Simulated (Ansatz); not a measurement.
MoW (CsCl type, space group No. 221) under volume change, r²SCAN (plane waves, PAW; program Ansatz), scaled uniformly.

```tsv
V (Å³/atom)	E − E(relaxed) (meV/atom)	P (GPa)
14.365	137.5	33.52
14.838	58.0	20.62
15.312	13.8	9.56
15.785	0.0	0.00
16.259	12.5	-8.27
16.732	47.7	-15.38
17.206	102.4	-21.47
```

Problem. What does a third-order Birch–Murnaghan fit give for V₀, B₀ and B′?

Solution. V₀ = 15.78 Å³/atom, B₀ = 295 GPa, B′ = 3.9.

Space group Pm-3m (CsCl type). The start of the workflow was typed in or built on a structure type; neither database checked (COD, Materials Project) lists it. Whether it is the stable phase at ambient conditions was not checked. The cell was relaxed with r²SCAN under the symmetry of its start; its stability against distortions is not shown here. The run is not spin-polarised. Scalar-relativistic: spin–orbit coupling is off unless named, which matters more the heavier the elements.

Potentials: the earlier of the program's two PAW sets.
